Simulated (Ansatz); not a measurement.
Sr₂ZnWO₆:
Space group I4/m (No. 87); a = b = 5.575 Å, c = 8.032 Å, α = β = γ = 90.00°

| atom | site | symmetry | x | y | z |
|---|---|---|---|---|---|
| Sr | 4d | -4.. | 0.0000 | 0.5000 | 0.2500 |
| Zn | 2b | 4/m.. | 0.0000 | 0.0000 | 0.5000 |
| W | 2a | 4/m.. | 0.0000 | 0.0000 | 0.0000 |
| O | 8h | m.. | 0.2813 | 0.1975 | 0.0000 |
| O | 4e | 4.. | 0.0000 | 0.0000 | 0.2391 |
(The calculation used a cell of 10 atoms; values per cell refer to that cell.)

Relaxed at zero pressure with the program Ansatz at the r²SCAN level (PAW).

**Question.** The volume is raised by 3 % and shape and atoms relax at that volume. What pressure results, and how do the axes share the change?

**Answer.** -4.1 GPa; a 1.1 %, b 1.1 %, c 0.8 %; the energy rises by 5 meV/atom.

**Question.** Give the new structure.

**Answer.** 
Space group I4/m (No. 87); a = 5.636 Å, b = 5.636 Å, c = 8.094 Å, α = 90.00°, β = 90.00°, γ = 90.00°

```
atom  site  symmetry       x       y       z
----  ----  --------  ------  ------  ------
Sr      4d      -4..  0.0000  0.5000  0.2500
Zn      2b     4/m..  0.0000  0.0000  0.5000
W       2a     4/m..  0.0000  0.0000  0.0000
O       8h       m..  0.2787  0.1975  0.0000
O       4e       4..  0.0000  0.0000  0.2382
```

The phase is kept; no other phase was compared at this pressure.

The workflow started from a Materials Project entry (that database holds measured and hypothetical structures alike); the Crystallography Open Database copy checked does not list it. COD files the formula under space group No. 14, 225, so this cell is another polymorph or a model. With Zn and W taken as one species the cell has the higher symmetry I4/mcm, so it may be an ordered model of a mixed-site phase. Its standing as an ambient phase is unchecked. The cell was relaxed with r²SCAN under the symmetry of its start; whether a distortion lowers the energy is not shown. No spin polarisation was allowed. No Hubbard U is applied. Spin–orbit coupling is left out wherever it is not named.

Potentials: the later of the program's two PAW sets.
